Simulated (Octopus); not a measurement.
Ir (Fm-3m, No. 225): Octopus summary

Ir (Fm-3m, No. 225):
```
Ir
1.0
    0.00000     1.92697     1.92697
    1.92697     0.00000     1.92697
    1.92697     1.92697     0.00000
Ir
1
Cartesian
  0.00000   0.00000   0.00000
```
The cell is a database entry, not relaxed again.

Level: LDA. Code: Octopus 16.4. Numerical set-up: grid spacing about 0.17 Å, Γ-centred 12×12×12 k-mesh, Fermi-Dirac smearing of 0.1 eV, no spin polarisation; PseudoDojo 0.4 LDA potentials. Spin-orbit coupling is left out.

### Question
What band gap does LDA give on the standard high-symmetry path?

### Answer
none: the cell holds an odd number of electrons, so a band is partly filled.
